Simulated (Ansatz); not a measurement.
As$_{2}$O$_{3}$:
```cif
data_As8O12
_chemical_formula_sum 'As8 O12'
_space_group_name_H-M_alt 'P21/c'
_space_group_IT_number 14
_space_group_name_Hall '-P 2ybc'
_cell_length_a 4.58107
_cell_length_b 13.17417
_cell_length_c 6.82517
_cell_angle_alpha 90.000
_cell_angle_beta 127.663
_cell_angle_gamma 90.000
loop_
_space_group_symop_operation_xyz
  'x, y, z'
  '-x, -y, -z'
  '-x, y+1/2, -z+1/2'
  'x, -y+1/2, z+1/2'
loop_
_atom_site_label
_atom_site_type_symbol
_atom_site_symmetry_multiplicity
_atom_site_Wyckoff_symbol
_atom_site_fract_x
_atom_site_fract_y
_atom_site_fract_z
_atom_site_occupancy
As1 As 4 e 0.35006 0.34876 0.35461 1
As2 As 4 e 0.21124 0.10289 0.25181 1
O1 O 4 e 0.18772 0.85643 0.04734 1
O2 O 4 e 0.49141 0.10509 0.15077 1
O3 O 4 e 0.35629 0.21717 0.42666 1
```

Relaxed with r²SCAN.

Task: Which orbitals make up the states near the band edges in the program Ansatz at the r²SCAN level (PAW)?

Result: Top 1 eV of the valence band: O 2p 59 %, As 4p 23 %, As 4s 16 %. Bottom 1 eV of the conduction band: As 4p 68 %, O 2p 13 %, O 2s 11 %, outside the projected shells 7 %. Projections are on Löwdin-orthogonalised atomic valence shells; empty p or d shells of many metals are not among them.

Task: Tabulate the density of states.

Result: States/eV per cell of 20 atoms, in 0.25 eV bins, energy from the valence-band maximum.

```tsv
E (eV)	total	O 2p	As 4p	As 4s
-7.85	2.27	1.02	0.28	0.73
-7.60	1.98	0.91	0.26	0.60
-7.35	1.82	0.86	0.27	0.51
-7.10	1.52	0.74	0.25	0.39
-6.85	1.27	0.66	0.24	0.27
-6.60	1.25	0.71	0.29	0.17
-6.35	0.88	0.56	0.24	0.05
-6.10	13.66	9.18	3.88	0.23
-5.85	17.49	12.15	4.86	0.13
-5.60	0.35	0.17	0.09	0.07
-5.35	3.08	1.44	0.85	0.60
-5.10	7.29	4.03	2.01	0.90
-4.85	6.86	3.90	1.89	0.75
-4.60	10.40	6.29	2.69	0.92
-4.35	8.82	5.44	2.21	0.75
-4.10	13.00	8.53	2.99	0.94
-3.85	9.02	6.23	1.91	0.47
-3.60	12.00	8.75	2.18	0.45
-3.35	9.35	7.01	1.51	0.32
-3.10	11.89	9.29	1.58	0.37
-2.85	9.55	7.84	1.02	0.21
-2.60	14.95	12.94	1.20	0.22
-2.35	13.42	11.74	0.98	0.26
-2.10	16.05	13.90	1.20	0.50
-1.85	17.09	14.81	1.26	0.56
-1.60	19.97	17.23	1.66	0.65
-1.35	13.77	11.89	1.05	0.57
-1.10	9.48	6.94	1.34	0.97
-0.85	10.44	6.96	1.97	1.30
-0.60	9.38	5.50	2.17	1.50
-0.35	18.71	10.83	4.19	3.30
-0.10	11.26	5.88	3.03	2.11
0.15	0.00	0.00	0.00	0.00
0.40	0.00	0.00	0.00	0.00
0.65	0.00	0.00	0.00	0.00
0.90	0.00	0.00	0.00	0.00
1.15	0.00	0.00	0.00	0.00
1.40	0.00	0.00	0.00	0.00
1.65	0.00	0.00	0.00	0.00
1.90	0.00	0.00	0.00	0.00
2.15	0.00	0.00	0.00	0.00
2.40	0.00	0.00	0.00	0.00
2.65	0.00	0.00	0.00	0.00
2.90	0.00	0.00	0.00	0.00
3.15	0.00	0.00	0.00	0.00
3.40	0.00	0.00	0.00	0.00
3.65	0.00	0.00	0.00	0.00
3.90	0.00	0.00	0.00	0.00
4.15	0.00	0.00	0.00	0.00
4.40	0.86	0.09	0.58	0.02
4.65	11.52	1.42	7.87	0.30
4.90	11.44	1.42	7.82	0.24
5.15	11.54	1.51	7.79	0.23
5.40	7.62	1.12	5.03	0.17
5.65	11.00	1.68	7.23	0.21
5.90	9.42	1.56	6.10	0.17
6.15	13.18	2.26	8.59	0.23
6.40	11.02	1.90	7.24	0.15
6.65	8.33	1.61	5.33	0.11
6.90	10.96	2.27	6.92	0.15
7.15	5.92	1.26	3.66	0.11
7.40	6.80	1.47	4.07	0.19
7.65	6.45	1.40	3.77	0.21
7.90	7.02	1.64	3.91	0.35
8.15	6.30	1.52	3.27	0.42
8.40	5.22	1.28	2.58	0.41
8.65	7.92	2.00	3.85	0.70
8.90	8.96	2.29	4.20	0.82
9.15	8.85	2.33	3.72	0.95
```

Space group P2_1/c. The workflow started from a Materials Project entry (that database holds measured and hypothetical structures alike); the Crystallography Open Database files this formula in space group No. 14, but the cells were not matched. Whether it is the stable phase at ambient conditions was not checked. The r²SCAN relaxation kept the symmetry of its start; whether a distortion lowers the energy is not shown. A crystal of weakly bound layers computed without a dispersion correction: the cell and the soft elastic constants depend strongly on that. Spin–orbit coupling is left out wherever it is not named.

Potentials: the later of the program's two PAW sets.
